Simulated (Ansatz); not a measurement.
This run works on a generated trial structure, not on a known crystal.

Input and command of a plane-wave DFT calculation in Ansatz:

```yaml
crystal:
  lattice:
    - [3.8536813, 0.0, 0.0]
    - [-1.9268407, 3.3373859, 0.0]
    - [0.0, 0.0, 18.8490532]
  atoms:
    - { symbol: Mg, position: [0.0, 0.0, 0.656828] }
    - { symbol: Mg, position: [0.0, 0.0, 0.0] }
    - { symbol: Mg, position: [0.0, 0.0, 0.343172] }
    - { symbol: Mg, position: [0.0, 0.0, 0.828407] }
    - { symbol: Mg, position: [0.0, 0.0, 0.171593] }
    - { symbol: Ni, position: [0.0, 0.0, 0.5], spin: 1.36 }
    - { symbol: Se, position: [0.3333333, 0.6666667, 0.742624] }
    - { symbol: Se, position: [0.3333333, 0.6666667, 0.085785] }
    - { symbol: Se, position: [0.6666667, 0.3333333, 0.914215] }
    - { symbol: Se, position: [0.6666667, 0.3333333, 0.257376] }
    - { symbol: Se, position: [0.3333333, 0.6666667, 0.429383], spin: 0.22 }
    - { symbol: Se, position: [0.6666667, 0.3333333, 0.570617], spin: 0.22 }
basis:
  ecutwfc: 420
kpoints:
  mp_grid: { grid: [12, 12, 2] }
hamiltonian:
  xc: pbe
scf:
  occupations: { method: gaussian, width: 0.01 }
output:
  forces: true
  stress: true
  eigenvalues: true
  populations: true
  write_density: true
  write_potential: true
  elf: true
  volumetric_format: npy
magnetization:
  spin_polarized: true
relax:
  adjacent_minimum: "off"
  f_tol: 0.01
  max_steps: 80
  cell: { stress_tol: 0.05 }
```

```bash
ansatz run input.yaml --threads 4 --pin off --max-ram 8192MiB --backend cpu --events-out ev --progress --plain --runs-dir out
```

Processor: Intel(R) Xeon(R) 6975P-C (Granite Rapids), 4 threads, on a host shared with other jobs.

Estimate time, memory and problem size.

About 68 s, peak memory 1.7 GiB. It solves 100 bands at 38 k points (after reduction by symmetry) with about 4707 plane waves (on the last cell), in 30 SCF iterations over 2 ionic steps.
